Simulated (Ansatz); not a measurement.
The start is a generated trial cell of Mg in the bcc structure type. A full variable-cell relaxation at zero pressure is run with r2SCAN (plane waves to 500 eV, PAW, scalar-relativistic; Ansatz, a program for electronic structure). The first steps use a coarse 13×13×13 k-mesh.

Starting cell:
```yaml
crystal:
  lattice:
    - [-1.79824, 1.79824, 1.79824]
    - [1.79824, -1.79824, 1.79824]
    - [1.79824, 1.79824, -1.79824]
  atoms:
    - { symbol: Mg, position: [0.00000, 0.00000, 0.00000] }
```

```yaml
outcome: The space group stays Im-3m (No. 229) (the run could not lower it); the end is bcc (W type), with 1 atom in the primitive cell
volume_change: -3.0 %, from 23.26 to 22.56 Å³/atom
Shortest distances (start → end): "The closest pairs of elements (up to four, under 3.6 Å), start → end: Mg–Mg 3.11 → 3.08 Å"
band_gap_at_the_end: zero (metallic)
optimiser_moves: 3
```

Final values are on a 18×18×18 k-mesh of the relaxed cell. No spin polarisation in the result.

The run could not lower the symmetry of its start; a shaken copy of this end point relaxes with r2SCAN to P6₃/mmc (No. 194), 0.03 eV/atom lower.

The relaxed structure here is a generated cell of Mg: the first start was made by placing the elements on the sites of a structure type, and the end was not matched to a known phase here, so it may be hypothetical. Known forms of Mg include space group No. 194.
